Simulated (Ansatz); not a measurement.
Each is relaxed and computed with PBE (plane waves, PAW; program Ansatz). Which alone has a direct gap?
(A) AgCl, rock salt
(B) CaO, zinc blende
(C) CuCl, zinc blende
(D) SrCl2, fluorite

C, CuCl, zinc blende. CuCl: gap 0.53 eV (direct); SrCl2: gap 5.24 eV (indirect); CaO: gap 3.27 eV (indirect); AgCl: gap 0.92 eV (indirect). Typed or built starts, not in the databases checked: CaO, zinc blende. Not the usual ambient phase: CaO, zinc blende. All cells were relaxed under the symmetry of their starts (and spin orders); stability against distortions was not tested throughout. Rows with no word on spin ran without spin polarisation. Scalar-relativistic: spin–orbit coupling is off unless named, which matters more the heavier the elements.

Potentials: the later of the program's two PAW sets.
